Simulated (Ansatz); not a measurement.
A distorted cell of Pb (fcc, Cu type):

```
Pb
1.0
    5.03392     0.00000     0.00000
    0.00000     5.03392     0.00000
    0.00000     0.00000     5.03392
Pb
4
Direct
  0.00000   0.00000   0.00000
  0.54045   0.54045   0.00000
  0.50000   0.00000   0.50000
  0.00000   0.50000   0.50000
```

These are PBE (plane waves to 420 eV, PAW, scalar-relativistic; Ansatz, an electronic-structure program) values and carry that method's errors. k mesh 8×8×8 (Γ-centred), Fermi-Dirac smearing 0.05 eV. The energy includes the smearing's −TS. Stress and pressure are positive under compression. With partly filled bands, energies and forces of such displacements shift with the k mesh and the smearing. On this mesh the relaxed cell isn't quite at rest: it carries a pressure of 0.2 GPa (compression positive) at the zero of the scan. Pb was relaxed with its symmetry unable to fall. Spin-orbit coupling is left out, though Pb is heavy. The relaxed volume of Pb is well above the measured one; the method has no dispersion term.

What forces act on the atoms (eV/Å, Cartesian)?


| atom | Fx | Fy | Fz |
|---|---|---|---|
| Pb1 | 0.161 | 0.161 | 0.000 |
| Pb2 | -0.275 | -0.275 | 0.000 |
| Pb3 | -0.019 | 0.132 | 0.000 |
| Pb4 | 0.132 | -0.019 | 0.000 |

In it atom 2 sits (0.204, 0.204, 0.000) Å away from its relaxed site. What is its energy relative to the relaxed cell?

51 meV/cell.

(For displaced atoms, the force is minus the slope of the energy, and its curvature is a force constant, which sets phonon frequencies.)
